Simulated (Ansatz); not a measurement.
## Computed properties of Rb$_{2}$NiO$_{2}$

Rb₂NiO₂:
```xyz
5
Lattice="-2.0767 2.0767 6.5446 2.0767 -2.0767 6.5446 2.0767 2.0767 -6.5446" Properties=species:S:1:pos:R:3 pbc="T T T"
Rb     0.0000     0.0000     4.5516
Rb     0.0000     0.0000     8.5375
Ni     0.0000     0.0000     0.0000
O      0.0000     0.0000    11.4049
O      0.0000     0.0000     1.6842
```
The run is spin-polarised; directions of the spins, atom by atom: 0 0 ↑ ↑ ↑.

Space group I4/mmm (No. 139); conventional cell a = b = 4.1533 Å, c = 13.0891 Å, α = β = γ = 90.00°.

Method: DFT-r²SCAN in the program Ansatz with PAW potentials. Geometry: relaxed at this level of theory. Other levels are named where they apply.

### Cell and energy

```
Property                                                      Result
-----------------------------------------------------  -------------
Volume per atom                                             22.58 Å³
Density                                                   3.85 g/cm³
Formation energy from the elements (no fitted shifts)  -1.28 eV/atom
```

### Electronic structure

```
Item                                                                                                                                                                  Value
----------------------------------------  ---------------------------------------------------------------------------------------------------------------------------------
Band gap                                                                                                                                                 1.80 eV (indirect)
Valence-band maximum                                                                                                                                                   at P
Conduction-band minimum                   on the S0–Γ line, 9 % of the way from S0 (k = 0.250, -0.250, 0.250 in fractions of the reciprocal vectors) (4 equivalent valleys)
Smallest direct gap on the standard path                                                                                                                            1.99 eV
```

### Magnetism

```
Quantity                  Result
--------------  ----------------
Magnetic order     ferromagnetic
Net moment      0.40 μB per atom
```

### Charges

```
Item                                  Result
-------------  -----------------------------
Bader charges  Rb +0.83, Ni +0.69, O -1.18 e
```

The first step of the workflow began from a Materials Project structure, measured or hypothetical; the Crystallography Open Database files this formula in space group No. 139, but the cells were not matched. Whether it is the stable phase at ambient conditions was not checked. Symmetry was held in the r²SCAN relaxation; whether a distortion lowers the energy is not shown. Spin order of the final state: ferromagnetic, the only order run, not a proven ground state. The cell computed holds one magnetic atom, so no antiferromagnetic order was within reach. Other orbital occupations within this spin state were not tried. No Hubbard U is applied. The references are the lowest solids computed at this level, not always the standard phases (solids in place of the gases). Scalar-relativistic: spin–orbit coupling is off unless named, which matters more the heavier the elements.

Potentials: the later of the program's two PAW sets.
